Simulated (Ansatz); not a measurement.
Consider the following.

Zr (hcp, Mg type)

```yaml
crystal:
  lattice:
    - [3.23160, 0.00000, 0.00000]
    - [-1.61580, 2.79864, 0.00000]
    - [0.00000, 0.00000, 5.17363]
  atoms:
    - { symbol: Zr, position: [0.33333, 0.66667, 0.75000] }
    - { symbol: Zr, position: [0.66667, 0.33333, 0.25000] }
```

A phonon eigenvector at Γ is frozen into this cell: atom i moves by Q times the vector below, so Q is the largest atomic displacement, in Å. The cell is held.

```
atom      x      y       z
----  -----  -----  ------
Zr1   0.000  0.000   1.000
Zr2   0.000  0.000  -1.000
```

These are PBE (plane waves to 420 eV, PAW, scalar-relativistic; Ansatz, a program for electronic structure) values and carry that method's errors. k mesh 17×17×9 (Γ-centred), Fermi-Dirac smearing 0.05 eV. E stands for the smeared free energy. With partly filled bands, energies and forces of such displacements shift with the k mesh and the smearing. The PAW data are Ansatz's earlier set. Zr is run without spin polarisation. Zr was relaxed with its symmetry unable to fall. The zero of ΔE is the undisplaced structure.

The scan covers Q from -0.100 to 0.100 Å in 13 points.

**Question.** Is this a single well or a double well?

**Answer.** A single well with its minimum at or next to zero displacement.

**Question.** Which space group does the distorted structure have?

**Answer.** P-3m1 (No. 164), lowered from P6_3/mmc.

**Question.** Is the energy the same for equal positive and negative displacements?

**Answer.** Even: the same for both signs.

**Question.** What is the energy change at Q = 0.100 Å?

**Answer.** 91 meV/cell.

**Question.** What harmonic wavenumber does the curvature at Q = 0 give?

**Answer.** 149 cm⁻¹.

(For displaced atoms, the force is minus the slope of the energy, and its curvature is a force constant, which sets phonon frequencies.)
